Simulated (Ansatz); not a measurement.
TaAl (rock salt, Fm-3m) under volume change, PBEsol (plane waves, PAW; program Ansatz), scaled uniformly.

| V (Å³/atom) | E − E(relaxed) (meV/atom) | P (GPa) |
|---|---|---|
| 16.283 | 69.0 | 14.83 |
| 16.820 | 29.1 | 9.13 |
| 17.357 | 6.9 | 4.24 |
| 17.894 | 0.0 | 0.02 |
| 18.431 | 6.2 | -3.62 |
| 18.968 | 23.7 | -6.75 |
| 19.504 | 51.0 | -9.45 |

Question: What does a third-order Birch–Murnaghan fit give for V₀, B₀ and B′?

Answer: V₀ = 17.90 Å³/atom, B₀ = 130 GPa, B′ = 4.0.

The start of the workflow was typed in or built on a structure type; neither database checked (COD, Materials Project) lists it. Whether it is the stable phase at ambient conditions was not checked. Symmetry was held in the PBEsol relaxation. At this level the phase is mechanically unstable. The run is not spin-polarised. Its formation energy is positive at this level, so the cell may be metastable or incomplete. Spin–orbit coupling is left out wherever it is not named.

Potentials: the earlier of the program's two PAW sets.
